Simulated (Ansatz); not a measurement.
HfS₂ (CdI2 type, P-3m1), plane-wave PAW PBE+D3(BJ) (Ansatz code). The conduction-band minimum lies at L, with 3 equivalent valleys. Second derivatives d²E/dk² of the lowest band at one valley (eV·Å²), along Cartesian directions:

```csv
direction,d²E/dk²
[100],30.55
[010],5.469
[001],5.383
[110],18.03
[101],17.98
[011],2.719
```

Task: Find the principal effective masses, the density-of-states mass and the conductivity mass.

Result: Off-diagonal terms follow from H_xy = H[110] − (H_xx + H_yy)/2, and m*/mₑ = 7.620 eV·Å² over each eigenvalue: 0.25, 0.94, 2.8. One valley's DOS mass (m₁m₂m₃)^(1/3) = 0.87, conductivity mass 3/(Σ 1/mᵢ) = 0.55 mₑ.

Task: What effective density of states Nc follows at 300 K for parabolic valleys?

Result: Nc = 2.509e19 × 3 × (0.87)^(3/2) ≈ 6.1e19 cm⁻³.

Task: With the computed static dielectric constant 30.5 (mean of the diagonal), estimate a hydrogenic donor's binding energy and radius.

Result: E = 13.606 eV × 0.55/30.5² ≈ 8.0 meV; a = 0.529 Å × ε/m* ≈ 29 Å. Semilocal masses tend to be too small where the gap is.

Symmetry was held in the PBE+D3(BJ) relaxation; phonons on a q-mesh show no instability. The run is not spin-polarised. Scalar-relativistic: spin–orbit coupling is off unless named, which matters more the heavier the elements.

Potentials: the later of the program's two PAW sets.
